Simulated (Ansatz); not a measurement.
**Property card for InGaAs₂**

InGaAs2:
```
CELL_PARAMETERS angstrom
      4.10182     0.00000     0.00000
      0.00000     4.10182     0.00000
      0.00000     0.00000     5.84568
ATOMIC_POSITIONS crystal
  In 0.00000 0.00000 0.50000
  Ga 0.50000 0.50000 0.00000
  As 0.50000 0.00000 0.76989
  As 0.00000 0.50000 0.23011
```

Space group P-4m2 (No. 115); conventional cell a = 4.1018 Å, b = 4.1018 Å, c = 5.8457 Å, α = 90.00°, β = 90.00°, γ = 90.00°.

Method: the program Ansatz at the LDA level (PAW). The cell and atoms are relaxed at this level. Other levels are named where they apply.

### Cell and energy

Volume per atom: 24.59 Å³
Density: 5.65 g/cm³
Formation energy from the elements (no fitted shifts): -0.24 eV/atom

### Electronic structure

- Electronic character = no gap, with almost no states at the Fermi level (zero-gap or semimetallic)
- Density of states at the Fermi level = 0.00 states/eV per atom (mean over ±0.08 eV)

### Mechanics

- Bulk modulus (Birch–Murnaghan fit) = 65.8 GPa
- Pressure derivative B′ = 4.7
- Elastic constants (relaxed ions, GPa) = C11 = 118, C12 = 27.8, C13 = 50.5, C33 = 98.8, C44 = 45.5, C66 = 23.4
- Mechanical stability = stable (all eigenvalues of C positive)
- Hill bulk and shear moduli = 65.9 and 34.9 GPa
- Young's modulus = 89.0 GPa
- Poisson's ratio = 0.27
- Debye temperature from the elastic constants = 283 K

### Phonons

Highest zone-centre frequency: 7.38 THz
Zone-centre stability: no imaginary mode at Γ

The workflow started from a Materials Project entry (that database holds measured and hypothetical structures alike); the Crystallography Open Database copy checked does not list it. With In and Ga taken as one species the cell has the higher symmetry F-43m, so it may be an ordered model of a mixed-site phase. Its standing as an ambient phase is unchecked. Symmetry was held in the LDA relaxation. As this level gives no gap, shear constants depend on the k-mesh and smearing (Fermi–Dirac, 0.1 eV here). As this level gives no gap, phonon frequencies hold no LO–TO term and depend on the k-mesh and smearing (Fermi–Dirac, 0.1 eV here). The references are the lowest solids computed at this level, not always the standard phases. Scalar-relativistic: spin–orbit coupling is off unless named, which matters more the heavier the elements.

Potentials: the later of the program's two PAW sets.
